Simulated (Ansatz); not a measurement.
Relaxed-ion elastic tensor of Cd (diamond, space group No. 227) in GPa (Voigt order), plane-wave PAW PBE (Ansatz code); density 4.97 g/cm³, 37.58 Å³ per atom.

```
10.2  15.9  15.9   0.0   0.0   0.0
15.9  10.2  15.9   0.0   0.0   0.0
15.9  15.9  10.2   0.0   0.0   0.0
 0.0   0.0   0.0  -4.5   0.0   0.0
 0.0   0.0   0.0   0.0  -4.5   0.0
 0.0   0.0   0.0   0.0   0.0  -4.5
```

Problem. Is the crystal mechanically stable?

Solution. No: the smallest eigenvalue of C is -5.8 GPa.

Space group Fd-3m (diamond). A made-up cell: these elements were put on the sites of a structure type; neither database checked (COD, Materials Project) lists it. It is not the phase usual at ambient conditions (space group No. 194). The PBE relaxation kept the symmetry of its start. At this level the phase is mechanically unstable. As this level gives no gap, shear constants depend on the k-mesh and smearing (Fermi–Dirac, 0.1 eV here).

Potentials: the later of the program's two PAW sets.
